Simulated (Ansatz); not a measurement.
**Pd: energy along a strain**

Pd, Fm-3m, a = 3.890 Å (as given, not relaxed at this level: -2.2 GPa). Ansatz: PBEsol, PAW, 420 eV, Γ-centred 20×20×20 mesh on 1 atom, Gaussian smearing 0.15 eV; no spin polarisation. Cell vectors (Å): 0.000 1.945 1.945; 1.945 0.000 1.945; 1.945 1.945 0.000. The cell is strained by x per cent times the pattern (0 0 0 0 1 0) in the order xx yy zz yz xz xy (engineering shears), with fractional coordinates held. y is the free energy over the start, V0 = 14.714 Å³/atom. Symmetry makes y even in x.

```
x (%) y (meV/atom)
-4.00             ?
-2.00          1.38
 0.00          0.00
 0.50          0.09
 1.00          0.34
 1.50          0.78
 2.50          2.17
 3.00          3.13
 3.50          4.28
```

Question: Fit y = c2 x² + c4 x⁴ to the other rows, get the stiffness along the pattern, and predict the missing energy.

Answer: Least squares on the rows shown. y = 0.3440 x² + 0.0004336 x⁴. The clamped-ion stiffness p·C·p = 2 × 3.440 eV × 160.2 / 14.714 Å³ = 75 GPa, which is C55 in these axes (C44 of the cubic crystal) (second derivative at the start, which stands under stress). At x = -4.00 the fit asked for gives 5.62 meV/atom. The run gave 5.61 meV/atom, so the fit is 0.01 meV/atom too high, a small miss on the scale of the series.